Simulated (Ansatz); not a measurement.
MgTlF₃:
```
MgTlF3
1.0
    4.08023     0.00000     0.00000
    0.00000     4.08023     0.00000
    0.00000     0.00000     4.08023
Mg Tl F
1 1 3
Cartesian
  0.00000   0.00000   0.00000
  2.04011   2.04011   2.04011
  2.04011   0.00000   0.00000
  0.00000   2.04011   0.00000
  0.00000   0.00000   2.04011
```

Relaxed with r²SCAN.

### Question
Give the Bader charges and basin volumes of the independent atoms, r²SCAN (plane waves, PAW; program Ansatz).

### Answer


```
atom  Bader charge (e)  Bader volume (Å³)
----  ----------------  -----------------
Mg1              +1.80                4.7
Tl2              +0.87               23.3
F3               -0.89               13.3
```

Space group Pm-3m (cubic perovskite). The workflow started from a Materials Project entry (that database holds measured and hypothetical structures alike); the Crystallography Open Database copy checked does not list it. Whether it is the stable phase at ambient conditions was not checked. Symmetry was held in the r²SCAN relaxation; its stability against distortions is not shown here. Spin–orbit coupling is left out wherever it is not named.

Potentials: the later of the program's two PAW sets.
